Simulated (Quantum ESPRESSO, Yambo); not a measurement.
## Ba2RuH6: DFT and GW levels

```
Ba2RuH6
1.0
    0.00000     4.03366     4.03366
    4.03366     0.00000     4.03366
    4.03366     4.03366     0.00000
H Ru Ba
6 1 2
Cartesian
  4.03366   4.03366   6.33905
  4.03366   4.03366   1.72826
  6.33905   4.03366   4.03365
  1.72826   4.03366   4.03366
  4.03366   6.33905   4.03365
  4.03366   1.72826   4.03366
  0.00000   0.00000   0.00000
  6.05048   6.05048   6.05048
  2.01683   2.01683   2.01683
```

The geometry is that of Materials Project entry mp-697038, symmetrised and not relaxed again.

Starting point: LDA (Quantum ESPRESSO, PseudoDojo norm-conserving, 88 Ry, scalar-relativistic). G0W0 in Yambo: 2×2×2 Γ-centred k mesh, bands 5 to 186 and a 7 Ry block in the screening, 186 bands in G with the Bruneval-Gonze terminator, plasmon pole fitted at 27.2 eV.

* **LDA gap along the band path**: 1.68 eV
* **LDA gap between the mesh's edge points (Γ → X)**: 1.68 eV
* **G0W0 gap between the same points**: 2.69 eV
* **LDA smallest direct gap on the mesh (at X)**: 1.91 eV
* **G0W0 direct gap at that point**: 2.95 eV

| k point | band | E LDA (eV) | E QP (eV) | shift (eV) | Z |
|---|---|---|---|---|---|
| Γ | VB | 0.00 | -0.22 | -0.22 | 0.77 |
| Γ | CB | 2.67 | 3.58 | 0.91 | 0.81 |
| X | VB | -0.24 | -0.48 | -0.24 | 0.77 |
| X | CB | 1.68 | 2.47 | 0.80 | 0.82 |

Energies count from the LDA valence-band maximum.

Nearest settings tried, and what they do to the gap: 142 bands in W, 142 bands in G: -8 meV; 6 Ry block (259 vectors against 307): -7 meV; 4×4×4 mesh: +51 meV. So the settings aren't converged at that level. The k mesh is coarse.

Spin-orbit splittings are left out.

The structure is a Materials Project entry; no match was found in the copy of COD used, and its stability was not checked.
